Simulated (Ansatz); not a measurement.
# Data sheet: Te (DFT)

Te:
```
CELL_PARAMETERS angstrom
      2.24418     1.29568     1.83336
     -2.24418     1.29568     1.83336
      0.00000    -2.59136     1.83336
ATOMIC_POSITIONS crystal
  Te 0.50000 0.50000 0.50000
```

Space group Pm-3m (No. 221); conventional cell a = b = c = 3.1743 Å, α = β = γ = 90.00°.

Method: r²SCAN+D4 in the plane-wave PAW code Ansatz. The cell and atoms are relaxed at this level. Other levels are named where they apply.

**Cell and energy**

| Quantity | Value |
|---|---|
| Volume per atom | 31.99 Å³ |
| Density | 6.62 g/cm³ |

**Electronic structure**

| Item | Value |
|---|---|
| Electronic character | metallic (no gap) |
| Density of states at the Fermi level | 0.56 states/eV per atom (mean over ±0.08 eV) |
| Gap with spin–orbit coupling | none (metallic) |

**Mechanics**

| Item | Result |
|---|---|
| Bulk modulus (Birch–Murnaghan fit) | 56.6 GPa |
| Pressure derivative B′ | 4.6 |

The start of the workflow was typed in or built on a structure type; neither database checked (COD, Materials Project) lists it. It is not the phase usual at ambient conditions (space group No. 152). Symmetry was held in the r²SCAN+D4 relaxation; its stability against distortions is not shown here. Point labels and valley counts follow the cell and symmetry of the run, lower than the named group. Scalar-relativistic: spin–orbit coupling is off unless named, which matters more the heavier the elements.

Potentials: the earlier of the program's two PAW sets.
